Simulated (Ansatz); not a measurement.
Method: r²SCAN, scalar-relativistic; collinear spin; PAW, 500 eV, 12×12×6 k-mesh, Gaussian smearing of 0.05 eV; code Ansatz; PAW files: Ansatz's generated set soft_2.

The calculation on XS, where X is one element, gave:

```
Space group                                           : I4/mmm (No. 139)
Conventional cell                                     : a = 3.610 Å, b = 3.610 Å, c = 5.090 Å, α = 90.00°, β = 90.00°, γ = 90.00°
Volume                                                : 16.59 Å³/atom
Band gap                                              : zero (metallic)
Density of states at the Fermi level                  : 0.50 states/(eV·atom)
Magnetic state                                        : antiferromagnetic
Site spin moments                                     : X 2.00, -2.00 μB
Spin moment of the cell                               : 0.00 μB
Bader charges                                         : X 1.18; S -1.18 e
Formation energy from the elements (0 K, uncorrected) : -0.03 eV/atom
Bulk modulus (Birch–Murnaghan)                        : 106 GPa
```

Sites: X on 2b, S on 2a.

Problem. Which element is X?
A. Mo
B. Zr
C. Tc
D. Ru

Solution. A. X is Mo, so the compound is MoS.

The cell came from substitution into a structure type; whether the compound takes it is for experiment to say.

The equation of state has an unusual shape (B0′ outside 2.8 to 7.5), so B0 is less sure. The run wasn't fully tested for a lower electronic state. Site moments are of spin, integrated over atomic spheres.
